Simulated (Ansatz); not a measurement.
SiSn:
```
CELL_PARAMETERS angstrom
      3.49616     0.00000     0.00000
      0.00000     3.49616     0.00000
      0.00000     0.00000     3.49616
ATOMIC_POSITIONS crystal
  Sn 0.00000 0.00000 0.00000
  Si 0.50000 0.50000 0.50000
```

Relaxed with PBE. Special points in fractions of this cell's reciprocal vectors: Γ (0.000, 0.000, 0.000); X (0.000, 0.500, 0.000); M (0.500, 0.500, 0.000); R (0.500, 0.500, 0.500).

Task: List the band energies nearest the Fermi level at these points for plane-wave PAW PBE with spin–orbit coupling (Ansatz code).

Result: In eV from the Fermi level; about four levels below and three above (degenerate sets whole), none deeper than 8.9 eV; … stands for higher levels left out; points with the same levels are listed once.

```csv
k,below,above
Γ,-0.28 -0.28 -0.28 -0.28,3.69 3.69 3.69 3.69
X,-8.83 -8.83 -8.73 -8.73,2.25 2.25 2.29 2.29
M,-4.96 -4.96 -4.81 -4.81,3.14 3.14 5.53 5.53
R,-1.50 -1.50 -1.50 -1.50,…
```

Space group Pm-3m (CsCl type). The cell is a constructed one: a structure type filled with these elements; neither database checked (COD, Materials Project) lists it. Its standing as an ambient phase is unchecked. Symmetry was held in the PBE relaxation; its stability against distortions is not shown here.

Potentials: the earlier of the program's two PAW sets.
